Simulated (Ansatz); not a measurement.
# BAs, first-principles data

BAs:
```yaml
crystal:
  lattice:
    - [6.53941, 0.00000, 0.00000]
    - [0.00000, 3.41288, 0.00000]
    - [0.00000, 0.00000, 5.68278]
  atoms:
    - { symbol: B, position: [0.16105, 0.25000, 0.40157] }
    - { symbol: B, position: [0.33895, 0.75000, 0.90157] }
    - { symbol: B, position: [0.83895, 0.75000, 0.59843] }
    - { symbol: B, position: [0.66105, 0.25000, 0.09843] }
    - { symbol: As, position: [0.83554, 0.25000, 0.39158] }
    - { symbol: As, position: [0.66446, 0.75000, 0.89158] }
    - { symbol: As, position: [0.16446, 0.75000, 0.60842] }
    - { symbol: As, position: [0.33554, 0.25000, 0.10842] }
```

Space group Pnma (No. 62); conventional cell a = 6.5394 Å, b = 3.4129 Å, c = 5.6828 Å, α = β = γ = 90.00°.

Method: PBE+D3(BJ) (plane waves, PAW; program Ansatz). Geometry: relaxed at this level of theory. Other levels are named where they apply.

### Cell and energy

| Quantity | Result |
|---|---|
| Volume per atom | 15.85 Å³ |
| Density | 4.49 g/cm³ |
| Formation energy from the elements (no fitted shifts) | 0.26 eV/atom |

### Electronic structure

| Item | Result |
|---|---|
| Band gap | 0.44 eV (indirect) |
| Valence-band maximum | at Γ |
| Conduction-band minimum | at U (k = 0.500, 0.000, 0.500 in fractions of the reciprocal vectors) |
| Smallest direct gap on the standard path | 1.18 eV |
| Hole effective mass | 0.15, 0.47, 0.88 mₑ (principal values) |
| Hole effective mass with spin–orbit coupling | 0.16, 0.47, 0.89 mₑ (principal values) |
| Gap with spin–orbit coupling | 0.44 eV |

### Mechanics

| Property | Result |
|---|---|
| Bulk modulus (Birch–Murnaghan fit) | 101 GPa |
| Pressure derivative B′ | 2.2 |

The start of the workflow was typed in or built on a structure type; neither database checked (COD, Materials Project) lists it. It is not the phase usual at ambient conditions (space group No. 216). Symmetry was held in the PBE+D3(BJ) relaxation; whether a distortion lowers the energy is not shown. The volume moved by 25 % from the start of the relaxation. Its formation energy is positive at this level, so the cell may be metastable or incomplete. The references are the lowest solids computed at this level, not always the standard phases. Scalar-relativistic: spin–orbit coupling is off unless named, which matters more the heavier the elements.

Potentials: the earlier of the program's two PAW sets.
